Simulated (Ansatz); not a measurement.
Task: NbC2 (MoSi2 or CaC2 type, space group No. 139) is relaxed with DFT-PBE in the program Ansatz with PAW potentials. What lattice parameters of the conventional cell result?

Result: a = 3.199 Å, c = 5.889 Å.

Task: Give the free coordinates with the occupied sites.

Result: In one choice of origin and axes:

```csv
atom,site,symmetry,x,y,z
Nb,2a,4/mmm,0.0000,0.0000,0.0000
C,4e,4mm,0.0000,0.0000,0.3842
```

Task: Is it a metal or does it have a gap at this level?

Result: No gap at this level.

Space group I4/mmm (MoSi2 or CaC2 type). The start of the workflow was typed in or built on a structure type; neither database checked (COD, Materials Project) lists it. Its standing as an ambient phase is unchecked. The PBE relaxation kept the symmetry of its start; its stability against distortions is not shown here. The run is not spin-polarised. The volume moved by -28 % from the start of the relaxation. Its formation energy is positive at this level, so the cell may be metastable or incomplete. Scalar-relativistic: spin–orbit coupling is off unless named, which matters more the heavier the elements.

Potentials: the later of the program's two PAW sets.
